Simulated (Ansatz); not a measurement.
All numbers below come from Ansatz 0.2.0, DFT PBE, scalar-relativistic, plane waves, PAW. Settings: cutoff 420 eV, Γ-centred meshes spaced at most about 0.3 Å⁻¹, and about 0.25 Å⁻¹ or finer for metals (2π included), Gaussian smearing. No spin polarisation in the final relaxations.

All energies are static (0 K, no zero-point motion). All come from trial cells, and lower structures may exist.

Question: These unrelaxed guesses for Sr2C are each relaxed within their symmetry. Order them by the energy at which they end, lowest first.
1.

```
Sr C
1.0
     3.36595    0.00000    0.00000
     0.00000    3.36595    0.00000
     0.00000    0.00000    6.73190
Sr C
2 1
Direct
  0.00000 0.00000 0.75000
  0.00000 0.00000 0.25000
  0.50000 0.50000 0.00000
```

2.

```
Sr C
1.0
     1.93637    1.11797    6.39753
    -1.93637    1.11797    6.39753
     0.00000   -2.23593    6.39753
Sr C
2 1
Direct
  0.25793 0.25793 0.25793
  0.74207 0.74207 0.74207
  0.00000 0.00000 0.00000
```

Answer: 2 (ends in R-3m, anti-cadmium chloride type, 0 meV/atom), 1 (ends in P4/mmm, 206 meV/atom). Even the lowest end lies +0.53 eV/atom against the elements.

Cells relaxed within their symmetry can be saddle points. Some types were kept out of the candidates beforehand, so the set may lack a known form.
